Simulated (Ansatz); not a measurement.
B:
```cif
data_B8
_chemical_formula_sum 'B8'
_space_group_name_H-M_alt 'Cmce'
_space_group_IT_number 64
_space_group_name_Hall '-C 2ac 2'
_cell_length_a 2.93846
_cell_length_b 5.32507
_cell_length_c 3.26281
_cell_angle_alpha 90.000
_cell_angle_beta 90.000
_cell_angle_gamma 90.000
loop_
_atom_site_label
_atom_site_type_symbol
_atom_site_symmetry_multiplicity
_atom_site_Wyckoff_symbol
_atom_site_fract_x
_atom_site_fract_y
_atom_site_fract_z
_atom_site_occupancy
B1 B 8 f 0.00000 0.34409 0.40995 1
```
(The calculation used a cell of 4 atoms; values per cell refer to that cell.)

Relaxed at zero pressure with the program Ansatz at the PBE level (PAW).

### Question
The volume is lowered by 9 % and shape and atoms relax at that volume. What pressure results, and how do the axes share the change?

### Answer
29.2 GPa; a -3.0 %, b -3.0 %, c -3.2 %; the energy rises by 49 meV/atom.

### Question
Give the new structure.

### Answer

Space group Cmce (No. 64); a = 2.849 Å, b = 5.164 Å, c = 3.158 Å, α = 90.00°, β = 90.00°, γ = 90.00°

```csv
atom,site,symmetry,x,y,z
B,8f,m..,0.0000,0.3435,0.4109
```

The phase is kept; no other phase was compared at this pressure.

The start of the workflow was typed in or built on a structure type; neither database checked (COD, Materials Project) lists it. It is not the phase usual at ambient conditions (space group No. 166). The PBE relaxation kept the symmetry of its start; whether a distortion lowers the energy is not shown.

Potentials: the later of the program's two PAW sets.
